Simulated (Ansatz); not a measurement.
Total density of states per atom from plane-wave PAW r²SCAN (Ansatz code), in 0.25 eV bins, energy from the valence-band maximum:

| E (eV) | states/eV/atom |
|---|---|
| -7.87 | 0.17 |
| -7.62 | 0.31 |
| -7.37 | 0.46 |
| -7.12 | 0.35 |
| -6.87 | 0.28 |
| -6.62 | 0.32 |
| -6.37 | 0.40 |
| -6.12 | 0.41 |
| -5.87 | 0.38 |
| -5.62 | 0.26 |
| -5.37 | 0.29 |
| -5.12 | 0.33 |
| -4.87 | 0.32 |
| -4.62 | 0.32 |
| -4.37 | 0.29 |
| -4.12 | 0.32 |
| -3.87 | 0.35 |
| -3.62 | 0.40 |
| -3.37 | 0.46 |
| -3.12 | 0.47 |
| -2.87 | 0.43 |
| -2.62 | 0.29 |
| -2.37 | 0.41 |
| -2.12 | 0.53 |
| -1.87 | 0.47 |
| -1.62 | 0.42 |
| -1.37 | 0.49 |
| -1.12 | 0.55 |
| -0.87 | 0.60 |
| -0.62 | 0.63 |
| -0.37 | 0.26 |
| -0.12 | 0.08 |
| 0.13 | 0.00 |
| 0.38 | 0.00 |
| 0.63 | 0.00 |
| 0.88 | 0.00 |
| 1.13 | 0.00 |
| 1.38 | 0.00 |
| 1.63 | 0.00 |
| 1.88 | 0.01 |
| 2.13 | 0.01 |
| 2.38 | 0.06 |
| 2.63 | 0.19 |
| 2.88 | 0.29 |
| 3.13 | 0.35 |
| 3.38 | 0.34 |
| 3.63 | 0.24 |
| 3.88 | 0.19 |
| 4.13 | 0.16 |
| 4.38 | 0.14 |
| 4.63 | 0.14 |
| 4.88 | 0.14 |
| 5.13 | 0.11 |
| 5.38 | 0.13 |
| 5.63 | 0.15 |
| 5.88 | 0.19 |
| 6.13 | 0.19 |
| 6.38 | 0.22 |

Problem. Which of these materials gives this?
(A) Nb2Si, P6_3/mmc (Si on 2c, Nb on 2a, Nb on 2d)
(B) CdSiN2, R-3m (Cd on 3a, Si on 3b, N on 6c)
(C) TaN, rock salt
(D) SrSn2As2, R-3m (Sr on 3a, Sn on 6c, As on 6c)

Solution. B, CdSiN2, R-3m (Cd on 3a, Si on 3b, N on 6c). Top 1 eV of the valence band: N 2p 88 %. Bottom 1 eV of the conduction band: Cd 5s 38 %, N 2p 26 %, N 2s 18 %, Si 3p 7 %, outside the projected shells 7 %. Projections are on Löwdin-orthogonalised atomic valence shells; empty p or d shells of many metals are not among them.

The start of the workflow was typed in or built on a structure type; neither database checked (COD, Materials Project) lists it. Its standing as an ambient phase is unchecked. The cell was relaxed with r²SCAN under the symmetry of its start; whether a distortion lowers the energy is not shown. Spin–orbit coupling is left out wherever it is not named.

Potentials: the later of the program's two PAW sets.
